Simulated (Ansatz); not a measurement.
PbS (rock salt)

```yaml
crystal:
  lattice:
    - [0.00000, 3.00436, 3.00436]
    - [3.00436, 0.00000, 3.00436]
    - [3.00436, 3.00436, 0.00000]
  atoms:
    - { symbol: S, position: [0.00000, 0.00000, 0.00000] }
    - { symbol: Pb, position: [0.50000, 0.50000, 0.50000] }
```

Grid over V/V₀ and (c/a)/(c/a)₀, subscript 0 meaning the relaxed cell; the conventional c axis lies along z; no internal relaxation.

All values below come from PBE (plane waves to 420 eV, PAW, scalar-relativistic; Ansatz, a quantum-chemistry and plane-wave program). k mesh 10×10×10 (Γ-centred), Fermi-Dirac smearing 0.05 eV. Compression counts positive. PbS was relaxed with its symmetry unable to fall. Spin-orbit coupling is left out, though Pb is heavy.

At one point of the scan the stress tensor (GPa) is:

```
   4.21     0.00     0.00
   0.00     4.21     0.00
   0.00     0.00    -0.61
```

Problem. Which point is it?
A. V/V₀ = 0.987, (c/a)/(c/a)₀ = 1.027
B. V/V₀ = 0.987, (c/a)/(c/a)₀ = 1.013
C. V/V₀ = 0.973, (c/a)/(c/a)₀ = 1.013
D. V/V₀ = 0.960, (c/a)/(c/a)₀ = 1.040

Solution. D, V/V₀ = 0.960, (c/a)/(c/a)₀ = 1.040

(A scan under strain: stresses follow from slopes of the energy per volume, elastic moduli from its curvatures.)
